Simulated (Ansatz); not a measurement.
BaHfO₃:
```xyz
5
Lattice="4.1575 0.0000 0.0000 0.0000 4.1575 0.0000 0.0000 0.0000 4.1575" Properties=species:S:1:pos:R:3 pbc="T T T"
Ba     2.0788     2.0788     2.0788
Hf     0.0000     0.0000     0.0000
O      0.0000     2.0788     0.0000
O      2.0788     0.0000     0.0000
O      0.0000     0.0000     2.0788
```

Relaxed with PBEsol. Special points in fractions of this cell's reciprocal vectors: Γ (0.000, 0.000, 0.000); X (0.000, 0.500, 0.000); M (0.500, 0.500, 0.000); R (0.500, 0.500, 0.500).

List the band energies nearest the valence-band maximum at these points for plane-wave PAW PBEsol (Ansatz code).

In eV from the valence-band maximum; about four levels below and three above (degenerate sets whole), none deeper than 8.9 eV; points with the same levels are listed once.

```json
[
 {"k": "Γ", "below": "-0.98 -0.98 -0.98 -0.08 -0.08 -0.08", "above": "3.58 3.58 3.58"},
 {"k": "X", "below": "-1.75 -1.75 -1.67 -0.39 -0.39", "above": "4.06 6.41 6.41"},
 {"k": "M", "below": "-0.90 -0.87 -0.87 -0.05", "above": "6.34 6.34 6.70"},
 {"k": "R", "below": "-2.49 -2.49 -2.49 0.00 0.00 0.00", "above": "6.11 6.11 6.11"}
]
```

Space group Pm-3m (cubic perovskite). Symmetry was held in the PBEsol relaxation. No spin polarisation was allowed. Scalar-relativistic: spin–orbit coupling is off unless named, which matters more the heavier the elements.

Potentials: the later of the program's two PAW sets.
